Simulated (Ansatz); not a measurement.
CdTe (zinc blende), relaxed with HSE06 (Ansatz, an electronic-structure program, plane waves, PAW): a = b = c = 6.564 Å, α = β = γ = 90.00°.

```
Quantity              Result
--------------------  ------
gap (eV)                1.50
B₀ by P(V) fit (GPa)    39.6
```

### Question
The same phase is relaxed and computed with r²SCAN in the same code. What are the cell and these values now?

### Answer
a = 6.558 Å, b = 6.558 Å, c = 6.558 Å, α = 90.00°, β = 90.00°, γ = 90.00°.

- gap (eV) = 1.16
- B₀ by P(V) fit (GPa) = 40.3

All cells were relaxed under the symmetry of their starts (and spin orders); stability against distortions was not tested throughout. Scalar-relativistic: spin–orbit coupling is off unless named, which matters more the heavier the elements.

Potentials: the later of the program's two PAW sets.

Ansatz is a plane-wave DFT program.
